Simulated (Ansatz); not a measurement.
A band-structure calculation of a free-standing Janus 1T monolayer of SnOSe with Ansatz, at the level PBE. The geometry is the r2SCAN minimum.

input.yaml:
```yaml
crystal:
  lattice:
    - [3.5168887759, 0.0, 0.0]
    - [-1.758444388, 3.0457150222, 0.0]
    - [0.0, 0.0, 29.2993396888]
  atoms:
    - { symbol: Sn, position: [0.0, 0.0, 0.3157927424] }
    - { symbol: O, position: [0.3333333333, 0.6666666667, 0.3461962839] }
    - { symbol: Se, position: [0.6666666667, 0.3333333333, 0.2595334478] }
  periodic: [true, true, false]
kpoints:
  mp_grid: { grid: [12, 12, 1] }
  band_path:
    path:
      - [0, 0, 0]
      - [0.5, 0, 0]
      - [0.3333333333333, 0.3333333333333, 0]
      - [0, 0, 0]
    npoints: 10
hamiltonian:
  xc: pbe
scf:
  occupations: { method: fermi_dirac, width: 0.02 }
  n_extra_bands: 4
output:
  forces: true
  stress: true
  eigenvalues: true
```

Run as `ansatz run input.yaml --threads 2 --pin off --max-ram 29491MiB --backend cpu --events-out ev --progress --plain --runs-dir out`. It took 13 s on 2 threads of AMD EPYC 7R13 Processor (Zen 3), on a shared host, load about 1.6 per core; peak host memory 0.68 GiB.

What the program printed (shortened):
```
Functional definition: PBE
  parameter kappa = 0.804
  parameter beta = 0.06672455060314922
  exchange = pbe_x(kappa = kappa, mu = beta*pi^2/3)
  correlation = pbe_c(beta = beta)
Crystal: 3 atoms, lattice volume = 313.838 Å³
Basis set: ecut = 420 eV, 6115 PW (Γ)
Bands: 22, of which v1, the nominal top of the filled ones, is band 18 counted from 1 (17 counted from 0)
Symmetry: 6 space group operations
Space group: P3m1 (ITA 156)
k-points: 19 of 144 (time reversal used)
SCF iter   1: HF=-12060.136413 eV  Δρ=3.71e-3  dr2=2.40e-1
SCF iter   2: HF=-12060.423423 eV  Δρ=1.30e-2  dr2=2.98e0
SCF iter   3: HF=-12060.110888 eV  Δρ=1.01e-3  dr2=1.44e-2
SCF iter   4: HF=-12060.109617 eV  Δρ=5.53e-4  dr2=1.81e-3
SCF iter   5: HF=-12060.109328 eV  Δρ=9.94e-5  dr2=5.79e-5
SCF iter   6: HF=-12060.109345 eV  Δρ=6.96e-5  dr2=2.17e-5
SCF iter   7: HF=-12060.109342 eV  Δρ=1.89e-5  dr2=4.17e-6
SCF iter   8: HF=-12060.109341 eV  Δρ=5.45e-6  dr2=4.20e-7
SCF iter   9: HF=-12060.109341 eV  Δρ=1.19e-6  dr2=4.42e-9
SCF 1 converged in 9 iterations: F = -12060.109342 eV  dr2 = 4.42e-9
Free energy (F): -12060.109342 eV
Internal energy: -12060.108866 eV  (E = F + TS)
E sigma→0 (E₀):  -12060.109104 eV
Entropy (-TS):   -0.000476 eV (-0.159 meV/atom)
Fermi energy:    -5.341075 eV
--- Forces (eV/Å), atoms counted from 1 ---
  atom   1  Sn      0.00000      0.00000      0.20007
  atom   2  O       0.00000      0.00000      0.30665
  atom   3  Se      0.00000      0.00000    -0.50673
--- 2D stress c σ (N/m, compression-positive) ---
        1.906833       0.000000       0.000000
        0.000000       1.906833       0.000000
        0.000000       0.000000       0.000000
  P = ½ c Tr σ = 1.9068 N/m
```

Levels along the path, in eV from the valence top (v1 is the last filled band, c1 the first empty one):
```tsv
point	distance (1/Å)	v3	v2	v1	c1	c2
Γ	0.00	-2.35	-0.12	0.00	0.00	3.87
·	0.21	-2.24	-0.85	-0.13	0.29	4.27
·	0.41	-2.22	-2.04	-0.41	1.00	3.85
·	0.62	-3.02	-1.94	-0.70	1.32	3.52
·	0.83	-3.16	-1.83	-0.89	1.00	3.87
M	1.03	-3.12	-1.78	-0.96	0.77	4.08
·	1.15	-3.14	-1.75	-1.19	0.93	4.35
·	1.27	-3.25	-1.68	-1.64	1.27	4.93
·	1.39	-3.55	-1.98	-1.59	1.62	5.31
·	1.51	-3.99	-2.10	-1.53	1.85	5.12
K	1.63	-4.28	-2.12	-1.51	1.93	5.03
·	1.87	-3.62	-2.13	-1.55	1.82	5.02
·	2.10	-2.93	-2.03	-1.48	1.69	4.34
·	2.34	-2.28	-2.04	-0.85	1.23	4.15
·	2.58	-2.21	-1.02	-0.22	0.40	4.37
Γ	2.82	-2.35	-0.12	0.00	0.00	3.87
```

With PBE the gap closes, the bands meeting at Γ. The mean in-plane stress at these positions is +1.91 N/m, compression counted positive. The largest force is 0.51 eV/Å.

The cell comes from a prototype generator: it can be a known phase or a hypothetical one. Spin polarisation is off.

Spin-orbit coupling is left out, which matters wherever the heavy atoms make up the band edges.
